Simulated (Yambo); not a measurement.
Given:

```
KHgF3
1.0
    3.20196    -3.20810     0.00000
    3.20196     3.20810     0.00000
    0.00000     0.00000     4.52439
F K Hg
3 1 1
Direct
  0.00000   0.50000   0.00000
  0.50000   0.00000   0.00000
  0.50000   0.50000   0.50000
  0.00000   0.00000   0.50000
  0.50000   0.50000   0.00000
```

Workflow: PBEsol (pw.x of Quantum ESPRESSO, ONCV potentials, without SOC), then G0W0 in Yambo (2×2×2 Γ-centred k mesh, bands 5 to 142 and a 7 Ry block in the screening, 142 bands in G with the Bruneval-Gonze terminator, plasmon pole fitted at 27.2 eV).

Give the PBEsol and G0W0 gaps between the band edges found on this mesh, and say where the edges lie.

Edges: (-0.5, -0.5, -0.5) → Γ. PBEsol: 0.41 eV; G0W0: 2.35 eV. Nearest settings tried, and what they do to the gap: 95 bands in G: +20 meV; 95 bands in W, 95 bands in G: +111 meV; 6 Ry block (175 vectors against 191): +7 meV. Not varied: mesh. So the settings aren't converged at that level. The k mesh is coarse. Spin-orbit coupling is left out, which matters for elements this heavy: edges can move by tenths of an eV.

Geometry of the Materials Project entry, not relaxed at this level.
